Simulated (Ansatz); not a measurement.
The elements of this relaxed trial crystal are hidden behind letters.

```
lattice vectors (Å)
   3.7237    0.0000    0.0000
  -1.8618    3.2248    0.0000
   0.0000    0.0000   18.3309
fractional positions
X 0.3333 0.6667 0.0045
X 0.6667 0.3333 0.8426
X 0.3333 0.6667 0.4908
X 0.6667 0.3333 0.3286
X 0.0000 0.0000 0.1665
Z 0.0000 0.0000 0.6642
Q 0.3333 0.6667 0.8822
Q 0.6667 0.3333 0.7210
Q 0.0000 0.0000 0.5303
Q 0.3333 0.6667 0.3685
Q 0.6667 0.3333 0.2064
Q 0.0000 0.0000 0.0443
```

Method: DFT PBE, scalar-relativistic, plane waves, PAW in Ansatz. The final run on the 12-atom cell used 420 eV, a Γ-centred 12×12×2 mesh, 0.02 eV smearing and no spin polarisation.

- Space group: P3m1 (No. 156)
- Conventional cell: a = 3.724 Å, c = 18.331 Å
- Volume per atom: 18.34 Å³
- Density: 4.41 g/cm³
- Formation energy: −0.756 eV/atom
- Gap on the 12×12×2 mesh of the 12-atom cell: 2.13 eV

Energies are uncorrected and count from the elements' standard states at the same level.

**Question.** X is an s-block element of period 2, Z is a d-block element of period 4 and Q is a p-block element of period 4. Which elements are they?

**Answer.** X = Be, Z = Zn, Q = Se, so the formula is Be5ZnSe6. Density times volume gives a mean mass of 4.41 × 18.34/1.6605 = 48.7 u per atom, and this set has 48.7 u. Be on its first site is surrounded by 4 Se at 2.24–2.27 Å; around Zn lie 4 Se at 2.39–2.45 Å; Se on its first site has 4 Be at 2.24–2.27 Å; 9 more sites not described. Other sets within the hints have nearly the same mass, so mass alone doesn't settle it; this one was computed.

Kohn–Sham gaps at this level usually fall short of measured ones. A structure relaxed within its symmetry needn't be a true minimum.
